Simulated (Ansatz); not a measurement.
All numbers below come from DFT PBE, scalar-relativistic, plane waves, PAW (Ansatz 0.2.0). Settings: cutoff 420 eV, Γ-centred meshes spaced at most about 0.3 Å⁻¹, and about 0.25 Å⁻¹ or finer for metals (2π included), Gaussian smearing. No spin polarisation in the final relaxations.

All energies are static (0 K, no zero-point motion).

Two forms of TiAl₃Ni₂ were relaxed alike.

A.

```yaml
crystal:
  lattice:
    - [4.18269, 0.00000, 0.00000]
    - [-2.09134, 3.62231, 0.00000]
    - [0.00000, 0.00000, 5.42998]
  atoms:
    - { symbol: Ti, position: [0.00000, 0.00000, 0.50000] }
    - { symbol: Al, position: [0.33333, 0.66667, 0.25370] }
    - { symbol: Al, position: [0.66667, 0.33333, 0.74630] }
    - { symbol: Al, position: [0.00000, 0.00000, 0.00000] }
    - { symbol: Ni, position: [0.33333, 0.66667, 0.75328] }
    - { symbol: Ni, position: [0.66667, 0.33333, 0.24672] }
```

B.

```yaml
crystal:
  lattice:
    - [2.88074, 0.00000, 0.00000]
    - [0.00000, 2.88074, 0.00000]
    - [0.00000, 0.00000, 9.73587]
  atoms:
    - { symbol: Ti, position: [0.00000, 0.00000, 0.50000] }
    - { symbol: Al, position: [0.50000, 0.50000, 0.00000] }
    - { symbol: Al, position: [0.50000, 0.50000, 0.29811] }
    - { symbol: Al, position: [0.50000, 0.50000, 0.70189] }
    - { symbol: Ni, position: [0.00000, 0.00000, 0.85143] }
    - { symbol: Ni, position: [0.00000, 0.00000, 0.14857] }
```

Question: Which would you expect to be lower, and how large is the difference?

Answer: B is lower, by 70 meV/atom. A has space group P-3m1 (No. 164), 13.7 Å³/atom and no gap on its mesh; B has space group P4/mmm (No. 123), 13.5 Å³/atom and no gap. Counting all near atoms (those within 1.25 times the shortest distance at each site; a plus sign parts nearer from farther groups; a slash parts the counts of unlike sites), A has Ti 14, Al 3+8/14, Ni 3+8 and B has Ti 12+2, Al 4+9/8+6, Ni 8+5. In A, around Ti lie 8 Al at 2.71–2.76 Å and 6 Ni at 2.78 Å; around Al on a site of symmetry 3m lie 3 Ni at 2.42 Å, 2 Ni at 2.71–2.72 Å, 3 Ti at 2.76 Å and 3 Al at 2.78 Å; Ni has 3 Al at 2.42 Å, 5 Al at 2.71–2.76 Å and 3 Ti at 2.78 Å; 1 more site not described. In B, Ti has 8 Al at 2.83 Å, 4 Ti at 2.88 Å and 2 Ni at 3.42 Å; Al on a site of symmetry 4/mmm has 8 Ni at 2.50 Å and 6 Al at 2.88–2.90 Å; around Ni lie 8 Al at 2.50 Å, 5 Ni at 2.88–2.89 Å and 1 Ti at 3.42 Å; 1 more site not described. Both come from invented guesses.

Trial moments died out on the coarse mesh in P-3m1 and P4/mmm; another magnetic start might hold. Cells relaxed within their symmetry can be saddle points.
